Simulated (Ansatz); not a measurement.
Starting cell, TiN (rock salt):

```xyz
2
Lattice="0.0000 2.1234 2.1234 2.1234 0.0000 2.1234 2.1234 2.1234 0.0000" Properties=species:S:1:pos:R:3 pbc="T T T"
N      0.0000     0.0000     0.0000
Ti     2.1234     2.1234     2.1234
```

Scan: atom 2 (Ti, nearest neighbour N at 2.123 Å; its periodic images, 3.0 Å or more away, move with it) is displaced along Cartesian x, direction (1.000, 0.000, 0.000) in Cartesian axes, by s. The other atoms stay.

Calculation: PBE (plane waves to 420 eV, PAW, scalar-relativistic; Ansatz, a program for electronic structure). k mesh 15×15×15 (Γ-centred), Fermi-Dirac smearing 0.05 eV. The energy includes the smearing's −TS. Left out: 4 of 11 points, with atoms too close for the PAW data. With partly filled bands, energies and forces of such displacements shift with the k mesh and the smearing. The PAW data are Ansatz's earlier set. TiN is run without spin polarisation. TiN was relaxed with its symmetry unable to fall. ΔE is measured from the undisplaced structure. The last digit holds for this mesh only.

```csv
s (Å),ΔE (meV/cell)
-0.384,872.9
-0.256,352.3
-0.128,84.5
0.000,0.0
0.128,84.5
0.256,352.3
0.384,872.9
```

### Question
What force constant k = d²E/ds² at s = 0 does the table give?

### Answer
10 eV/Å². It is the second difference of the nearest points, corrected with the next pair.

### Question
With k = 10.04 eV/Å² from the forces, is the well harmonic out to s = 0.384 Å?

### Answer
½ks² = 741 meV/cell against the computed 873 meV/cell, so the well is stiffer than harmonic there.

(A displaced cell: forces are minus the slopes of the energy, force constants its curvatures, and phonons follow from these.)
